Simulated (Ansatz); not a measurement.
The start is a relaxed Si2W cell displaced along its unstable phonon at q = Γ (124i cm⁻¹), largest move 0.15 Å. The cell and all atomic positions are relaxed at zero pressure with r2SCAN (plane waves to 500 eV, PAW, scalar-relativistic; Ansatz, a quantum-chemistry and plane-wave program). The first steps use a coarse 9×9×13 k-mesh.

Input geometry:
```
Si2W
1.0
    4.29788     0.00000     0.00000
   -2.14894     3.72207     0.00000
    0.00000     0.00000     2.57543
W Si
1 2
Direct
  0.00000   0.00000   0.01780
  0.33333   0.66667   0.44176
  0.66667   0.33333   0.44176
```

```json
{
 "largest_initial_force": "0.43 eV/Å, on W1 (atoms numbered as listed)",
 "energy_released": "0.04 eV/atom",
 "volume_change": "+3.9 %, from 13.73 to 14.27 Å³/atom",
 "relative_to_the_parent": "It does not go back: it reaches P6mm (No. 183), 0.07 eV/atom below the parent",
 "Shortest distances (start → end)": "The closest pairs of elements (up to four, under 3.6 Å), start → end: Si–Si 2.48 → 2.51 Å; W–W 2.58 → 2.62 Å; Si–W 2.71 → 2.62 Å",
 "optimiser_moves": "13"
}
```

Final structure:

Space group P6mm (No. 183); a = b = 4.3438 Å, c = 2.6195 Å, α = β = 90.00°, γ = 120.00°

```
atom  site  symmetry       x       y       z
----  ----  --------  ------  ------  ------
W       1a       6mm  0.0000  0.0000  0.8946
Si      2b       3m.  0.3333  0.6667  0.6020
```

Final values are on a 12×12×18 k-mesh of the relaxed cell. No spin polarisation in the result.

The run could not lose the symmetry of its start: the end is stationary, and may be a saddle point rather than a minimum.

The relaxed structure here is a generated cell of Si2W: the first start was made by placing the elements on the sites of a structure type, and the end was not matched to a known phase here, so it may be hypothetical. Known forms of Si2W include space group No. 139.
